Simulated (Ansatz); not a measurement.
Here is the system:

GePd:
```xyz
6
Lattice="5.4607 0.0000 0.0000 -2.7304 4.7291 0.0000 0.0000 0.0000 3.9398" Properties=species:S:1:pos:R:3 pbc="T T T"
Pd     2.7304     0.0000     0.0000
Pd     1.3652     2.3646     0.0000
Pd    -1.3652     2.3646     0.0000
Ge     0.0000     0.0000     0.0000
Ge     0.0000     3.1528     1.9699
Ge     2.7304     1.5764     1.9699
```

This is the LDA-relaxed structure.

### Question
All from DFT-LDA in the program Ansatz with PAW potentials, unless another level is named. Predict the bulk modulus (Birch–Murnaghan fit).

### Answer
141 GPa.

### Question
Next, the highest zone-centre frequency?

### Answer
267 cm^-1.

Space group P6/mmm. The cell is a constructed one: a structure type filled with these elements; neither database checked (COD, Materials Project) lists it. COD files the formula under space group No. 62, so this cell is another polymorph or a model. Whether it is the stable phase at ambient conditions was not checked. The cell was relaxed with LDA under the symmetry of its start. At this level the phase is dynamically unstable (imaginary phonons). No spin polarisation was allowed. As this level gives no gap, phonon frequencies hold no LO–TO term and depend on the k-mesh and smearing (Fermi–Dirac, 0.1 eV here).

Potentials: the later of the program's two PAW sets.
